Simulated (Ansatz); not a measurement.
BaZrGe, a known structure type with other elements, at an estimated volume

```yaml
crystal:
  lattice:
    - [4.55232, 0.00000, 0.00000]
    - [0.00000, 4.55232, 0.00000]
    - [0.00000, 0.00000, 8.01208]
  atoms:
    - { symbol: Zr, position: [0.00000, 0.00000, 0.00000] }
    - { symbol: Zr, position: [0.50000, 0.50000, 0.00000] }
    - { symbol: Ba, position: [0.50000, 0.00000, 0.66800] }
    - { symbol: Ba, position: [0.00000, 0.50000, 0.33200] }
    - { symbol: Ge, position: [0.50000, 0.00000, 0.19050] }
    - { symbol: Ge, position: [0.00000, 0.50000, 0.80950] }
```

Single point in Ansatz 0.2.0 with r2SCAN, no spin polarisation. Cutoff 500 eV, PAW datasets, 6×6×3 Γ-centred k mesh, gaussian filling (width 0.0174 eV).

What do density and ELF say about some of the short contacts?

Zr–Ge at 2.74 Å: least valence density 0.31 e/Å³ and ELF 0.24 there. Zr–Zr at 3.22 Å: least valence density 0.19 e/Å³ and ELF 0.31 there. Ba–Ge at 3.41 Å: least valence density 0.13 e/Å³ and ELF 0.18 there. Both are smooth PAW fields, read partly inside the augmentation spheres.

Give the Bader charges.

Bader charges in e: Ba +0.98, Zr +1.04, Ge -2.01. In the mean Zr gives up most and Ge takes most.

What happens at the Fermi level?

It is a metal, with about 5.8 states/eV a cell as the mean within 0.25 eV of the Fermi level.

Where is the largest force?

The largest is on Ba4 (and as large on other atoms): 1.10 eV/Å, components (0.00, 0.00, 1.10). It makes 109° with the line to a nearest neighbour, Ge5 at 3.41 Å.

Origin: a known structure type with other elements, at an estimated volume, so it need not be a known compound.
